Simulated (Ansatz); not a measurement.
AlB2Ru2:
```xyz
5
Lattice="1.4733 -6.4246 0.0000 1.4733 6.4246 0.0000 0.0000 0.0000 2.8217" Properties=species:S:1:pos:R:3 pbc="T T T"
Al     0.0000     0.0000     0.0000
Ru     1.4733     1.8263     1.4109
Ru     1.4733    -1.8263     1.4109
B      1.4733     3.7211     0.0000
B      1.4733    -3.7211     0.0000
```

Relaxed with PBE. Special points in fractions of this cell's reciprocal vectors: Γ (0.000, 0.000, 0.000); Y (-0.500, 0.500, 0.000); C0 (-0.263, 0.737, 0.000); Σ0 (0.263, 0.263, 0.000); Z (0.000, 0.000, 0.500); A0 (0.263, 0.263, 0.500); E0 (-0.263, 0.737, 0.500); T (-0.500, 0.500, 0.500); S (0.000, 0.500, 0.000); R (0.000, 0.500, 0.500).

Question: List the band energies nearest the Fermi level at these points for DFT-PBE in the program Ansatz with PAW potentials.

Answer: In eV from the Fermi level; about four levels below and three above (degenerate sets whole), none deeper than 8.9 eV; points with the same levels are listed once.

| k | below | above |
|---|---|---|
| Γ | -1.27 -1.06 -0.89 -0.73 | 1.04 2.48 2.69 |
| Y | -1.18 -1.02 -0.91 -0.72 | 0.55 1.24 3.19 |
| C0 | -1.63 -1.34 -1.27 -0.06 | 0.73 2.61 3.39 |
| Z | -3.23 -1.77 -0.91 -0.34 | 1.27 1.39 2.37 |
| A0 | -3.08 -1.39 -1.24 -1.10 | 0.30 0.68 0.83 |
| T | -3.37 -3.16 -1.95 -0.65 | 0.59 1.36 1.90 |
| S | -1.56 -1.38 -1.23 -0.13 | 0.77 2.61 3.48 |
| R | -3.07 -1.99 -1.20 -0.13 | 0.09 0.67 0.68 |

Space group Cmmm. The start of the workflow was typed in or built on a structure type; neither database checked (COD, Materials Project) lists it. Whether it is the stable phase at ambient conditions was not checked. Symmetry was held in the PBE relaxation; whether a distortion lowers the energy is not shown. No spin polarisation was allowed. The volume moved by 19 % from the start of the relaxation. Spin–orbit coupling is left out wherever it is not named.

Potentials: the later of the program's two PAW sets.
